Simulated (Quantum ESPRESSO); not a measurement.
## Ta6ZrAl (finding a planted mistake in a log)

Computed values, not a measurement. The program is pw.x of Quantum ESPRESSO 7.5 (plane-wave density functional theory). The cell is made up: eight metal atoms on a face-centred cubic lattice, with elements, volume, strain and displacements drawn at random and not relaxed, so it may be unstable or far from any real phase. PseudoDojo standard norm-conserving files set the functional (PBE unless stated); there is no spin polarisation or spin-orbit coupling, the Fermi-Dirac width of 0.25 eV means electrons at about 2900 K, and the masses in the input are unused placeholders. Heavy elements are run without spin-orbit coupling, which real alloys of them have. A spin test at this wide smearing found no moment, but such smearing suppresses magnetism that the real alloy may have.

Intended input:

```
&control calculation='scf', pseudo_dir='./dojo.nc.sr.pbe.v0_5.standard.upf', outdir='./o', disk_io='minimal', tprnfor=.true., tstress=.true. /
&system ibrav=0, nat=8, ntyp=3, nbnd=64, ecutwfc=82.02448710, nosym=.true., tot_charge=0,
 occupations='smearing', smearing='fd', degauss=0.0183746611
/
&electrons conv_thr=1.470e-08, electron_maxstep=70, mixing_beta=0.5 /
ATOMIC_SPECIES
Al 1.0 Al.upf
Ta 1.0 Ta.upf
Zr 1.0 Zr.upf
CELL_PARAMETERS angstrom
-0.0058 2.0866 2.0286
-4.1498 4.1959 -4.0684
-4.1146 -4.1668 4.0624
ATOMIC_POSITIONS angstrom
Ta 0.0532 0.0363 0.0974
Ta -4.1718 -2.1368 2.157
Ta -4.117 0.0136 0.1597
Ta -4.123 2.3062 -1.8975
Ta -1.9495 0.0368 2.0928
Zr -2.2442 2.0243 0.0549
Ta -6.2116 -0.1693 2.0124
Al -6.2004 1.9216 0.0138
K_POINTS automatic
8 4 4 1 1 1
```

The log is shortened where brackets say so; the opening notice, blank lines, dates and the lines on written files are dropped, and the path of the files is cut. It prints rydbergs, bohrs and kilobars, and counts compression as positive stress. Its total energy is the free energy E - TS of the whole cell.

Log of the intended run:

```
     Program PWSCF v.7.5
     Parallel version (MPI & OpenMP), running on       4 processor cores
     Number of MPI processes:                 4
     Threads/MPI process:                     1
     [start-up lines left out]
     bravais-lattice index     =            0
     lattice parameter (alat)  =       5.4994  a.u.
     unit-cell volume          =     946.1502 (a.u.)^3
     number of atoms/cell      =            8
     number of atomic types    =            3
     number of electrons       =        93.00
     number of Kohn-Sham states=           64
     kinetic-energy cutoff     =      82.0245  Ry
     charge density cutoff     =     328.0979  Ry
     scf convergence threshold =      1.5E-08
     mixing beta               =       0.5000
     number of iterations used =            8  plain     mixing
     Exchange-correlation= PBE
                           (   1   4   3   4   0   0   0)
     [axes and pseudopotential details left out]
   Cartesian axes
     site n.     atom                  positions (alat units)
         1        Ta     tau(   1) = (   0.0182807   0.0124735   0.0334687  )
         2        Ta     tau(   2) = (  -1.4335193  -0.7342500   0.7411911  )
         3        Ta     tau(   3) = (  -1.4146888   0.0046732   0.0548763  )
         4        Ta     tau(   4) = (  -1.4167506   0.7924594  -0.6520214  )
         5        Ta     tau(   5) = (  -0.6698897   0.0126453   0.7191306  )
         6        Zr     tau(   6) = (  -0.7711549   0.6955926   0.0188648  )
         7        Ta     tau(   7) = (  -2.1344380  -0.0581751   0.6915035  )
         8        Al     tau(   8) = (  -2.1305894   0.6603027   0.0047420  )
     number of k points=    64  Fermi-Dirac smearing, width (Ry)=  0.0184
                       cart. coord. in units 2pi/alat
        k(    1) = (  -0.0879138   0.0432786   0.0448936), wk =   0.0312500
        k(    2) = (  -0.1761342  -0.0005276   0.0897001), wk =   0.0312500
     [further k points left out]
     Dense  grid:    94917 G-vectors     FFT dimensions: (  32,  80,  80)
     Estimated max dynamical RAM per process >     355.46 MB
     Estimated total dynamical RAM >       1.32 GB
     Initial potential from superposition of free atoms
     starting charge      92.9897, renormalised to      93.0000
     Starting wfcs are   74 randomized atomic wfcs
     total cpu time spent up to now is        7.6 secs
     per-process dynamical memory:   285.9 Mb
     Self-consistent Calculation
     iteration #  1     ecut=    82.02 Ry     beta= 0.50
     Davidson diagonalization with overlap
     ethr =  1.00E-02,  avg # of iterations =  2.4
     Threshold (ethr) on eigenvalues was too large:
     Diagonalizing with lowered threshold
     Davidson diagonalization with overlap
     ethr =  7.42E-04,  avg # of iterations =  2.3
     total cpu time spent up to now is       42.3 secs
     total energy              =    -886.63832138 Ry
     estimated scf accuracy    <       0.71376369 Ry
     iteration #  2     ecut=    82.02 Ry     beta= 0.50
     Davidson diagonalization with overlap
     ethr =  7.67E-04,  avg # of iterations =  6.6
     total cpu time spent up to now is       65.6 secs
     total energy              =    -886.32756251 Ry
     estimated scf accuracy    <       7.27719612 Ry
     [iterations 3 to 16 left out]
     iteration # 17     ecut=    82.02 Ry     beta= 0.50
     Davidson diagonalization with overlap
     ethr =  3.04E-10,  avg # of iterations =  2.1
     total cpu time spent up to now is      322.4 secs
     total energy              =    -886.99644465 Ry
     estimated scf accuracy    <       0.00000066 Ry
     iteration # 18     ecut=    82.02 Ry     beta= 0.50
     Davidson diagonalization with overlap
     ethr =  3.04E-10,  avg # of iterations =  1.0
     total cpu time spent up to now is      337.3 secs
     End of self-consistent calculation
     [lines on levels left out]
!    total energy              =    -886.99644470 Ry
     estimated scf accuracy    <          2.8E-09 Ry
     smearing contrib. (-TS)   =      -0.12263962 Ry
     internal energy E=F+TS    =    -886.87380507 Ry
     The total energy is F=E-TS. E is the sum of the following terms:
     one-electron contribution =    -170.54509717 Ry
     hartree contribution      =     129.80082100 Ry
     xc contribution           =    -200.43110267 Ry
     ewald contribution        =    -645.69842623 Ry
     convergence has been achieved in  18 iterations
     Forces acting on atoms (cartesian axes, Ry/au):
     atom    1 type  2   force =     0.03724372    0.00073004   -0.04219909
     atom    2 type  2   force =     0.07590175   -0.00437555   -0.01777904
     atom    3 type  2   force =    -0.07534080   -0.03215209   -0.00573134
     atom    4 type  2   force =    -0.09535290   -0.06060198    0.00776691
     atom    5 type  2   force =    -0.04748737   -0.03443588    0.05353200
     atom    6 type  3   force =     0.05984945    0.01516474    0.02288126
     atom    7 type  2   force =     0.03602708    0.07336641   -0.02415766
     atom    8 type  1   force =     0.00915908    0.04230430    0.00568696
     Total force =     0.220556     Total SCF correction =     0.000206
     Computing stress (Cartesian axis) and pressure
          total   stress  (Ry/bohr**3)                   (kbar)     P=      171.22
   0.00137984   0.00004628  -0.00002774          202.98        6.81       -4.08
   0.00004628   0.00107776  -0.00009755            6.81      158.54      -14.35
  -0.00002774  -0.00009755   0.00103427           -4.08      -14.35      152.15
     init_run     :      7.18s CPU      7.49s WALL (       1 calls)
     electrons    :    328.10s CPU    329.75s WALL (       1 calls)
     forces       :      3.15s CPU      3.17s WALL (       1 calls)
     stress       :     10.16s CPU     10.44s WALL (       1 calls)
     [timing details left out]
     PWSCF        :   5m48.79s CPU   5m51.06s WALL
     JOB DONE.
```

A second run was made from an input with one planted mistake. Its log:

```
     Program PWSCF v.7.5
     Parallel version (MPI & OpenMP), running on       4 processor cores
     Number of MPI processes:                 4
     Threads/MPI process:                     1
     [start-up lines left out]
     bravais-lattice index     =            0
     lattice parameter (alat)  =       5.4994  a.u.
     unit-cell volume          =     946.1502 (a.u.)^3
     number of atoms/cell      =            8
     number of atomic types    =            4
     number of electrons       =        98.00
     number of Kohn-Sham states=           66
     kinetic-energy cutoff     =      82.0245  Ry
     charge density cutoff     =     328.0979  Ry
     scf convergence threshold =      1.5E-08
     mixing beta               =       0.5000
     number of iterations used =            8  plain     mixing
     Exchange-correlation= PBE
                           (   1   4   3   4   0   0   0)
     [axes and pseudopotential details left out]
   Cartesian axes
     site n.     atom                  positions (alat units)
         1        Ta     tau(   1) = (   0.0182807   0.0124735   0.0334687  )
         2        Ta     tau(   2) = (  -1.4335193  -0.7342500   0.7411911  )
         3        Ta     tau(   3) = (  -1.4146888   0.0046732   0.0548763  )
         4        Pd     tau(   4) = (  -1.4167506   0.7924594  -0.6520214  )
         5        Ta     tau(   5) = (  -0.6698897   0.0126453   0.7191306  )
         6        Zr     tau(   6) = (  -0.7711549   0.6955926   0.0188648  )
         7        Ta     tau(   7) = (  -2.1344380  -0.0581751   0.6915035  )
         8        Al     tau(   8) = (  -2.1305894   0.6603027   0.0047420  )
     number of k points=    64  Fermi-Dirac smearing, width (Ry)=  0.0184
                       cart. coord. in units 2pi/alat
        k(    1) = (  -0.0879138   0.0432786   0.0448936), wk =   0.0312500
        k(    2) = (  -0.1761342  -0.0005276   0.0897001), wk =   0.0312500
     [further k points left out]
     Dense  grid:    94917 G-vectors     FFT dimensions: (  32,  80,  80)
     Estimated max dynamical RAM per process >     366.96 MB
     Estimated total dynamical RAM >       1.37 GB
     Initial potential from superposition of free atoms
     starting charge      97.9904, renormalised to      98.0000
     Starting wfcs are   73 randomized atomic wfcs
     total cpu time spent up to now is        8.3 secs
     per-process dynamical memory:   291.8 Mb
     Self-consistent Calculation
     iteration #  1     ecut=    82.02 Ry     beta= 0.50
     Davidson diagonalization with overlap
     ethr =  1.00E-02,  avg # of iterations =  2.4
     total cpu time spent up to now is       29.8 secs
     total energy              =   -1015.33911479 Ry
     estimated scf accuracy    <      18.72674859 Ry
     iteration #  2     ecut=    82.02 Ry     beta= 0.50
     Davidson diagonalization with overlap
     ethr =  1.00E-02,  avg # of iterations =  3.5
     total cpu time spent up to now is       53.7 secs
     total energy              =   -1018.58226317 Ry
     estimated scf accuracy    <     112.95691145 Ry
     [iterations 3 to 19 left out]
     iteration # 20     ecut=    82.02 Ry     beta= 0.50
     Davidson diagonalization with overlap
     ethr =  7.13E-11,  avg # of iterations =  2.6
     total cpu time spent up to now is      363.5 secs
     total energy              =   -1027.88180323 Ry
     estimated scf accuracy    <       0.00000008 Ry
     iteration # 21     ecut=    82.02 Ry     beta= 0.50
     Davidson diagonalization with overlap
     ethr =  7.13E-11,  avg # of iterations =  2.0
     total cpu time spent up to now is      379.2 secs
     End of self-consistent calculation
     [lines on levels left out]
!    total energy              =   -1027.88180323 Ry
     estimated scf accuracy    <       0.00000001 Ry
     smearing contrib. (-TS)   =      -0.11717362 Ry
     internal energy E=F+TS    =   -1027.76462961 Ry
     The total energy is F=E-TS. E is the sum of the following terms:
     one-electron contribution =    -284.38708577 Ry
     hartree contribution      =     190.09568847 Ry
     xc contribution           =    -212.91481780 Ry
     ewald contribution        =    -720.55841451 Ry
     convergence has been achieved in  21 iterations
     Forces acting on atoms (cartesian axes, Ry/au):
     atom    1 type  3   force =     0.01815484   -0.00783957   -0.03420257
     atom    2 type  3   force =     0.06741956   -0.00421821   -0.01912119
     atom    3 type  3   force =    -0.06998593   -0.02607221    0.00115441
     atom    4 type  2   force =    -0.04926137   -0.04328385   -0.00509695
     atom    5 type  3   force =    -0.00792471   -0.04197289    0.05212656
     atom    6 type  4   force =     0.01968235    0.03241321    0.01125717
     atom    7 type  3   force =    -0.00040247    0.05410894   -0.00271458
     atom    8 type  1   force =     0.02231774    0.03686459   -0.00340284
     Total force =     0.165243     Total SCF correction =     0.000675
     Computing stress (Cartesian axis) and pressure
          total   stress  (Ry/bohr**3)                   (kbar)     P=      110.00
   0.00079071   0.00008670   0.00008920          116.32       12.75       13.12
   0.00008670   0.00075907  -0.00018310           12.75      111.66      -26.93
   0.00008920  -0.00018310   0.00069344           13.12      -26.93      102.01
     init_run     :      7.85s CPU      8.19s WALL (       1 calls)
     electrons    :    368.80s CPU    370.99s WALL (       1 calls)
     forces       :      3.36s CPU      3.38s WALL (       1 calls)
     stress       :     11.99s CPU     12.26s WALL (       1 calls)
     [timing details left out]
     PWSCF        :   6m32.14s CPU   6m34.99s WALL
     JOB DONE.
```

Question: the log repeats what the program read. Compare it with the intended run: what was wrong in the second input?

Answer: one atom is of a wrong element. The input lines that differ:

```
- &system ibrav=0, nat=8, ntyp=3, nbnd=64, ecutwfc=82.02448710, nosym=.true., tot_charge=0,
+ &system ibrav=0, nat=8, ntyp=4, nbnd=66, ecutwfc=82.02448710, nosym=.true., tot_charge=0,
+ Pd 1.0 Pd.upf
- Ta -4.123 2.3062 -1.8975
+ Pd -4.123 2.3062 -1.8975
```

```
                                            intended run  run with the mistake
                          free energy (eV)    -12068.201            -13985.044
         entropy term -TS, part of it (eV)        -1.669                -1.594
                            pressure (GPa)         17.12                 11.00
size of the largest force component (eV/Å)         2.452                 1.799
largest change of a force component (eV/Å)                               1.185
                                iterations            18                    21
```

For scale, a rerun of the intended cell at a higher cutoff and on a denser mesh moved values by no more than 0.002 eV in energy, 0.08 GPa in stress and 0.006 eV/Å in force, and a second program with other atomic files agreed on that cell to 2 % rms in force and 0.5 GPa in pressure. Files of another functional or element have another zero of energy, so the energy change says nothing on stability. The number of bands, nbnd, was set by rule from the electron count, so it follows the mistake.